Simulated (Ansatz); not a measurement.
Ti2AlN:
```cif
data_Al2N2Ti4
_chemical_formula_sum 'Ti4 Al2 N2'
_space_group_name_H-M_alt 'P63/mmc'
_space_group_IT_number 194
_space_group_name_Hall '-P 6c 2c'
_cell_length_a 2.96556
_cell_length_b 2.96556
_cell_length_c 13.52140
_cell_angle_alpha 90.000
_cell_angle_beta 90.000
_cell_angle_gamma 120.000
loop_
_atom_site_label
_atom_site_type_symbol
_atom_site_symmetry_multiplicity
_atom_site_Wyckoff_symbol
_atom_site_fract_x
_atom_site_fract_y
_atom_site_fract_z
_atom_site_occupancy
Ti1 Ti 4 f 0.33333 0.66667 0.08492 1
Al1 Al 2 d 0.66667 0.33333 0.25000 1
N1 N 2 a 0.00000 0.00000 0.00000 1
```

Relaxed with PBEsol.

Q: Which orbitals make up the states near the Fermi level in PBEsol in the plane-wave PAW code Ansatz?

A: Within 0.5 eV of the Fermi level: Ti 3d 84 %, Al 3p 8 %. Projections are on Löwdin-orthogonalised atomic valence shells; empty p or d shells of many metals are not among them.

Q: Tabulate the density of states.

A: States/eV per cell of 8 atoms, in 0.25 eV bins, energy from the Fermi level.

| E (eV) | total | Ti 3d | N 2p | Al 3p |
|---|---|---|---|---|
| -7.85 | 0.77 | 0.03 | 0.03 | 0.17 |
| -7.60 | 0.80 | 0.05 | 0.04 | 0.22 |
| -7.35 | 0.84 | 0.06 | 0.05 | 0.26 |
| -7.10 | 0.94 | 0.09 | 0.08 | 0.29 |
| -6.85 | 1.60 | 0.26 | 0.41 | 0.35 |
| -6.60 | 5.01 | 1.08 | 2.45 | 0.41 |
| -6.35 | 4.12 | 0.90 | 2.25 | 0.23 |
| -6.10 | 3.07 | 0.72 | 1.72 | 0.15 |
| -5.85 | 3.09 | 0.69 | 1.53 | 0.30 |
| -5.60 | 3.64 | 0.81 | 1.88 | 0.37 |
| -5.35 | 6.52 | 1.61 | 3.57 | 0.52 |
| -5.10 | 9.64 | 2.57 | 6.01 | 0.37 |
| -4.85 | 6.37 | 1.78 | 3.91 | 0.26 |
| -4.60 | 8.93 | 2.60 | 5.44 | 0.39 |
| -4.35 | 2.67 | 0.70 | 1.19 | 0.37 |
| -4.10 | 1.07 | 0.20 | 0.13 | 0.35 |
| -3.85 | 1.17 | 0.24 | 0.08 | 0.35 |
| -3.60 | 1.04 | 0.24 | 0.05 | 0.30 |
| -3.35 | 0.64 | 0.17 | 0.02 | 0.19 |
| -3.10 | 0.60 | 0.15 | 0.02 | 0.21 |
| -2.85 | 1.06 | 0.22 | 0.04 | 0.50 |
| -2.60 | 1.48 | 0.29 | 0.09 | 0.77 |
| -2.35 | 2.57 | 0.64 | 0.16 | 1.31 |
| -2.10 | 4.67 | 1.84 | 0.23 | 1.92 |
| -1.85 | 6.23 | 3.76 | 0.16 | 1.60 |
| -1.60 | 4.58 | 2.95 | 0.07 | 1.10 |
| -1.35 | 7.43 | 4.81 | 0.12 | 1.85 |
| -1.10 | 7.34 | 4.72 | 0.15 | 1.88 |
| -0.85 | 3.45 | 2.63 | 0.07 | 0.47 |
| -0.60 | 2.54 | 2.01 | 0.04 | 0.28 |
| -0.35 | 3.72 | 3.08 | 0.04 | 0.29 |
| -0.10 | 3.48 | 2.93 | 0.07 | 0.28 |
| 0.15 | 3.65 | 3.09 | 0.10 | 0.28 |
| 0.40 | 2.99 | 2.54 | 0.11 | 0.21 |
| 0.65 | 4.46 | 3.97 | 0.13 | 0.19 |
| 0.90 | 3.88 | 3.39 | 0.15 | 0.16 |
| 1.15 | 6.59 | 5.34 | 0.36 | 0.38 |
| 1.40 | 9.03 | 7.68 | 0.39 | 0.42 |
| 1.65 | 6.13 | 5.30 | 0.27 | 0.23 |
| 1.90 | 5.64 | 4.73 | 0.36 | 0.22 |
| 2.15 | 10.65 | 9.22 | 0.60 | 0.38 |
| 2.40 | 9.06 | 7.96 | 0.42 | 0.39 |
| 2.65 | 9.19 | 7.92 | 0.59 | 0.44 |
| 2.90 | 4.58 | 3.56 | 0.28 | 0.57 |
| 3.15 | 6.91 | 5.18 | 0.40 | 0.88 |
| 3.40 | 6.55 | 4.55 | 0.50 | 0.93 |
| 3.65 | 7.84 | 5.20 | 0.78 | 0.65 |
| 3.90 | 6.60 | 4.25 | 0.61 | 0.49 |

Space group P6_3/mmc. The first step of the workflow began from a Materials Project structure, measured or hypothetical; the Crystallography Open Database copy checked does not list it. Whether it is the stable phase at ambient conditions was not checked. The PBEsol relaxation kept the symmetry of its start; whether a distortion lowers the energy is not shown. The run is not spin-polarised.

Potentials: the earlier of the program's two PAW sets. The files were generated under PBE; for other functionals the program regenerates the frozen cores, and for LDA and PBEsol the local potential too.
